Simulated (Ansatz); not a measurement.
HfO2 (fluorite, Fm-3m) under volume change, plane-wave PAW PBE (Ansatz code), scaled uniformly.

| V (Å³/atom) | E − E(relaxed) (meV/atom) | P (GPa) |
|---|---|---|
| 10.045 | 80.9 | 28.28 |
| 10.376 | 34.1 | 17.33 |
| 10.707 | ? | ? |
| 11.038 | 0.0 | 0.01 |
| 11.369 | 7.3 | -6.81 |
| 11.700 | 27.5 | -12.67 |
| 12.032 | ? | ? |

### Question
Fill in the missing entries.

### Answer

- 12.032, E − E(relaxed) (meV/atom): 59.0
- 12.032, P (GPa): -17.67
- 10.707, E − E(relaxed) (meV/atom): 8.2
- 10.707, P (GPa): 7.99

### Question
What does a third-order Birch–Murnaghan fit give for V₀, B₀ and B′?

### Answer
V₀ = 11.04 Å³/atom, B₀ = 246 GPa, B′ = 4.2.

This is a known high-temperature phase of the composition, computed here at zero pressure and temperature. The cell was relaxed with PBE under the symmetry of its start; its stability against distortions is not shown here. No spin polarisation was allowed. Spin–orbit coupling is left out wherever it is not named.

Potentials: the later of the program's two PAW sets.
